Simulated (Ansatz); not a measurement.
Relaxation of a relaxed ZnAu cell squeezed uniformly to 80 % of its volume; 2 atoms in the cell, which starts as Pm-3m (No. 221), cP2; a = b = c = 2.958 Å, α = β = γ = 90.00°. These are PBE (plane waves to 420 eV, PAW, scalar-relativistic; Ansatz, a program for electronic structure) values and carry that method's errors. Γ-centred k-mesh 11×11×11 on the run's cell (coarser than for final values), Fermi–Dirac smearing 0.05 eV. This is the first round of the run. 

The optimiser's lines from the output (shortened; P is positive under compression):

```
relax step   1: F+E_penalty+E_count = -16468.02693818 eV  Δ(F+E_penalty+E_count) = +0.000e0 eV  max|allowed force component| = 2.005e-29 eV/Å  Δτ_max = 0.0000 Å  P = +47.648 GPa  Ω = 25.891 Å³  (6 SCF iters, dr2 threshold 1.00e-7 eV, accepted)
relax step   2: F+E_penalty+E_count = -16468.69943462 eV  Δ(F+E_penalty+E_count) = -6.725e-1 eV  max|allowed force component| = 1.315e-30 eV/Å  Δτ_max = 0.0000 Å  P = +11.656 GPa  Ω = 29.865 Å³  (7 SCF iters, dr2 threshold 2.00e-7 eV, accepted)
relax step   3: F+E_penalty+E_count = -16468.77038212 eV  Δ(F+E_penalty+E_count) = -7.095e-2 eV  max|allowed force component| = 1.722e-29 eV/Å  Δτ_max = 0.0000 Å  P = +3.625 GPa  Ω = 31.424 Å³  (6 SCF iters, dr2 threshold 2.00e-7 eV, accepted)
relax step   4: F+E_penalty+E_count = -16468.77927800 eV  Δ(F+E_penalty+E_count) = -8.896e-3 eV  max|allowed force component| = 4.207e-30 eV/Å  Δτ_max = 0.0000 Å  P = -0.084 GPa  Ω = 32.331 Å³  (6 SCF iters, dr2 threshold 2.00e-7 eV, accepted)
relax step   5: F+E_penalty+E_count = -16468.77930397 eV  Δ(F+E_penalty+E_count) = -2.597e-5 eV  max|allowed force component| = 2.169e-30 eV/Å  Δτ_max = 0.0000 Å  P = -0.001 GPa  Ω = 32.309 Å³  (4 SCF iters, dr2 threshold 1.78e-8 eV, accepted)
relax step   6: F+E_penalty+E_count = -16468.78536316 eV  Δ(F+E_penalty+E_count) = -6.059e-3 eV  max|allowed force component| = 2.432e-30 eV/Å  Δτ_max = 0.0000 Å  P = +0.147 GPa  Ω = 32.309 Å³  stress off target by 1.47e-1 GPa  SCF on the basis re-selected at this cell (its energy is not comparable with the rows above)  (8 SCF iters)
relax step   7: F+E_penalty+E_count = -16468.78535904 eV  Δ(F+E_penalty+E_count) = +4.115e-6 eV  max|allowed force component| = 1.788e-29 eV/Å  Δτ_max = 0.0000 Å  P = +0.006 GPa  Ω = 32.348 Å³  (4 SCF iters, dr2 threshold 5.37e-8 eV, accepted)
relax step   8: F+E_penalty+E_count = -16468.78539468 eV  Δ(F+E_penalty+E_count) = -3.564e-5 eV  max|allowed force component| = 7.363e-29 eV/Å  Δτ_max = 0.0000 Å  P = +0.005 GPa  Ω = 32.348 Å³  stress off target by 4.98e-3 GPa  SCF on the basis re-selected at this cell (its energy is not comparable with the rows above)  (5 SCF iters)
```

From the first to the last row the energy changes by -0.38 eV/atom and the volume by +24.9 %. The last row is marked as not comparable with the walk above it, whose basis was carried along; it does compare with step 1, since both stand on a basis selected at the nominal cutoff for their own cell.

Later rounds, restarted from the end of this one on a renewed k-mesh, logged 8 more steps and released under 0.01 eV/atom more. The final structure after all rounds: Pm-3m (No. 221), cP2, CsCl type; a = 3.1868 Å, b = 3.1868 Å, c = 3.1868 Å, α = 90.00°, β = 90.00°, γ = 90.00°. Between re-selections the logged energies stand on a plane-wave basis carried along with the cell. No spin polarisation in the result.

The run could not lose the symmetry of its start.

All atoms sit on sites fixed by symmetry, so only the cell could relax.
